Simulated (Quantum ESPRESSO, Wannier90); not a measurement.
# ZrN (rock salt), plane waves to Wannier functions

```
ZrN
1.0
    0.00000     2.29427     2.29427
    2.29427     0.00000     2.29427
    2.29427     2.29427     0.00000
Zr N
1 1
Direct
  0.50000   0.50000   0.50000
  0.00000   0.00000   0.00000
```

Cell from Materials Project (mp-1352), symmetrised, no further relaxation. COD (Crystallography Open Database) has an entry of this formula and space group (matched by these alone). Level: PBEsol, no spin polarisation, no spin-orbit coupling; pw.x of Quantum ESPRESSO at 68 Ry with PseudoDojo potentials, 12×12×12 k-points, Wannier90. Density: 12×12×12 mesh, cold smearing 0.01 Ry.

Valence charges of the files: Zr 12, N 5. 22 bands were computed.

Isolated groups of bands, relative to the Fermi level (bands from 6 on overlap up to the last one computed):

```json
[
 {"bands": "1", "from (eV)": "-49.43", "to (eV)": "-49.25", "filling": "filled", "weight on atomic waves": "Zr 4s 94 %"},
 {"bands": "2–4", "from (eV)": "-28.25", "to (eV)": "-27.08", "filling": "filled", "weight on atomic waves": "Zr 4p 96 %"},
 {"bands": "5", "from (eV)": "-16.16", "to (eV)": "-13.92", "filling": "filled", "weight on atomic waves": "N 2s 70 %, Zr 4d 16 %, Zr 5s 8 %"}
]
```

Wanted is a model with the orbitals Zr d, N p, without the filled groups that are mainly made of other shells (semicore states, and anion s where it isn't named); all higher bands stay in for disentanglement.

### Question
Give num_wann, exclude_bands and num_bands, and the number of electrons that the model holds.

### Answer
Electrons: 1×12 + 1×5 = 17, or 8.5 bands' worth; no gap over 0.05 eV opens at the Fermi level at this level of theory.
num_wann = 1×5 + 1×3 = 8.
exclude_bands = 1-5, 5 bands, so num_bands = 22 − 5 = 17.
The model holds 17 − 2×5 = 7 electrons. With the window frozen to 1.50 eV it follows pw.x to 1.8 meV rms (states up to 1.0 eV relative to the Fermi level).
